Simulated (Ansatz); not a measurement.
Values for one crystal, relaxed and computed with r²SCAN in the plane-wave PAW code Ansatz; other levels are named.

```yaml
volume_per_atom: 20.59 Å³
electronic_character: metallic (no gap)
Formation energy from the elements (no fitted shifts): -547 meV/atom
Density of states at the Fermi level: 0.41 states/eV per atom (mean over ±0.08 eV)
```

Question: Which compound is it?
A. GdIn, CsCl type
B. Zr2InCo2, P4/mbm (Zr on 4h, In on 2a, Co on 4g)
C. Pr3In, Cu3Au type
D. YIn2Ni, Cmcm (Y on 4c, In on 8f, Ni on 4c)

Answer: D, YIn2Ni, Cmcm (Y on 4c, In on 8f, Ni on 4c)

The first step of the workflow began from a Materials Project structure, measured or hypothetical; the Crystallography Open Database files this formula in space group No. 63, but the cells were not matched. Whether it is the stable phase at ambient conditions was not checked. Symmetry was held in the r²SCAN relaxation; its stability against distortions is not shown here. The run is not spin-polarised. The references are the lowest solids computed at this level, not always the standard phases. Scalar-relativistic: spin–orbit coupling is off unless named, which matters more the heavier the elements.

Potentials: the later of the program's two PAW sets.
